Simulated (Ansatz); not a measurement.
LaB2Ir3:
```
LaB2Ir3
1.0
    5.57338     0.00000     0.00000
   -2.78669     4.82669     0.00000
    0.00000     0.00000     3.09546
La Ir B
1 3 2
Direct
  0.00000   0.00000   0.00000
  0.50000   0.00000   0.50000
  0.50000   0.50000   0.50000
  0.00000   0.50000   0.50000
  0.33333   0.66667   0.00000
  0.66667   0.33333   0.00000
```

Relaxed with r²SCAN.

Task: Map the valence electron density (e/Å³), cut off at 1 on the plane through (0.000, 0.000, 0.000) spanned by u = [0, 0, 1] and v = [1, -1, 0] in lattice vectors, from r²SCAN in the plane-wave PAW code Ansatz.

Result: x is the fraction of u, y of v (the angle between them is 90°; rows are the nearest grid lines); atoms in the plane: La at (0.00, 0.00), Ir at (0.50, 0.50), B at (0.00, 0.33), B at (0.00, 0.67).
```
y \ x   0.000  0.0625  0.188  0.250  0.375  0.438  0.562  0.625  0.750  0.812  0.938   1.00
------  -----  ------  -----  -----  -----  -----  -----  -----  -----  -----  -----  -----
1.00     1.00    1.00   1.00   1.00  0.423  0.198  0.198  0.423   1.00   1.00   1.00   1.00
0.925    1.00    1.00   1.00  0.662  0.221  0.147  0.147  0.221  0.662   1.00   1.00   1.00
0.850   0.153   0.154  0.162  0.171  0.198  0.209  0.209  0.198  0.171  0.162  0.154  0.153
0.775   0.257   0.261  0.282  0.302  0.355  0.378  0.378  0.355  0.302  0.282  0.261  0.257
0.700   0.517   0.580  0.620  0.526  0.388  0.359  0.359  0.388  0.526  0.620  0.580  0.517
0.625   0.612   0.644  0.625  0.546  0.450  0.438  0.438  0.450  0.546  0.625  0.644  0.612
0.550   0.361   0.380  0.647   1.00   1.00   1.00   1.00   1.00   1.00  0.647  0.380  0.361
0.450   0.361   0.380  0.647   1.00   1.00   1.00   1.00   1.00   1.00  0.647  0.380  0.361
0.375   0.612   0.644  0.625  0.546  0.450  0.438  0.438  0.450  0.546  0.625  0.644  0.612
0.300   0.517   0.580  0.620  0.526  0.388  0.359  0.359  0.388  0.526  0.620  0.580  0.517
0.225   0.257   0.261  0.282  0.302  0.355  0.378  0.378  0.355  0.302  0.282  0.261  0.257
0.150   0.153   0.154  0.162  0.171  0.198  0.209  0.209  0.198  0.171  0.162  0.154  0.153
0.0750   1.00    1.00   1.00  0.662  0.221  0.147  0.147  0.221  0.662   1.00   1.00   1.00
0.000    1.00    1.00   1.00   1.00  0.423  0.198  0.198  0.423   1.00   1.00   1.00   1.00
```

The density is the valence pseudo-density with augmentation charge, so density and ELF within about 1 Å of a nucleus are not all-electron values.

Space group P6/mmm. The workflow started from an entry of the Crystallography Open Database (COD). Its standing as an ambient phase is unchecked. The r²SCAN relaxation kept the symmetry of its start; its stability against distortions is not shown here. The run is not spin-polarised. Scalar-relativistic: spin–orbit coupling is off unless named, which matters more the heavier the elements.

Potentials: the later of the program's two PAW sets.
